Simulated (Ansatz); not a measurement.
One crystal and one scan (energy against volume) at two levels, PBE (plane waves to 420 eV, PAW, scalar-relativistic; Ansatz, a first-principles code) and r2SCAN (plane waves to 500 eV, PAW, scalar-relativistic; Ansatz), each from its own relaxed cell and on its own mesh. The cell shown is that of PBE.

ZnS (wurtzite)

```xyz
4
Lattice="3.8451 0.0000 0.0000 -1.9226 3.3300 0.0000 0.0000 0.0000 6.3057" Properties=species:S:1:pos:R:3 pbc="T T T"
Zn     1.9226     1.1100     6.3048
Zn     0.0000     2.2200     3.1519
S      1.9226     1.1100     3.9433
S      0.0000     2.2200     0.7904
```

The volume is varied about the relaxed value V₀ at fixed cell shape. The atoms relax within the cell's symmetry.

E stands for the smeared free energy. The PAW data are Ansatz's earlier set. ZnS was relaxed with its symmetry unable to fall. With the shape held, the modulus is that of even scaling; a crystal free to change shape is softer. Percentages come from the unrounded values. Both scans cover V/V₀ from 0.940 to 1.060.

| quantity | PBE | r2SCAN | PBE − r2SCAN |
|---|---|---|---|
| Lattice constant a (Å) | 3.845 | 3.807 | +0.038 (+1.0 %) |
| Lattice constant c (Å) | 6.306 | 6.246 | +0.060 (+1.0 %) |
| Relaxed volume (Å³/atom) | 20.19 | 19.60 | +0.59 (+3.0 %) |
| Pressure at the smallest volume (GPa) | 4.91 | 5.50 | -0.59 (-11 %) |
| Energy cost of the largest compression (meV/atom) | 17.5 | 19.1 | -1.6 (-8 %) |
| Energy cost of the largest expansion (meV/atom) | 14.1 | 15.4 | -1.3 (-9 %) |
| Bulk modulus at fixed cell shape B₀ (third-order Birch-Murnaghan fit) (GPa) | 69.2 | 77.7 | -8.5 (-11 %) |
| Pressure derivative B₀′ (fit) | 4.4 | 4.3 | +0.1 (+3 %) |
| Pressure for 5 % compression (fit) (GPa) | 4.0 | 4.5 | -0.5 (-11 %) |

PBE gives the higher value for: lattice constant a; lattice constant c; relaxed volume. PBE gives the lower value for: pressure at the smallest volume; energy cost of the largest compression; energy cost of the largest expansion; bulk modulus at fixed cell shape B₀; pressure for 5 % compression. Neither level is exact: the differences show how much the result hangs on the functional.

ΔE (meV/atom), each from the relaxed starting cell of its own level:

```
V/V₀    PBE  r2SCAN
-----  ----  ------
0.940  17.5    19.1
0.955   9.6    10.4
0.970   4.1     4.5
0.985   1.0     1.1
1.000   0.0     0.0
1.015   0.9     1.0
1.030   3.7     4.1
1.045   8.2     8.9
1.060  14.1    15.4
```

(A scan under strain: stresses follow from slopes of the energy per volume, elastic moduli from its curvatures.)
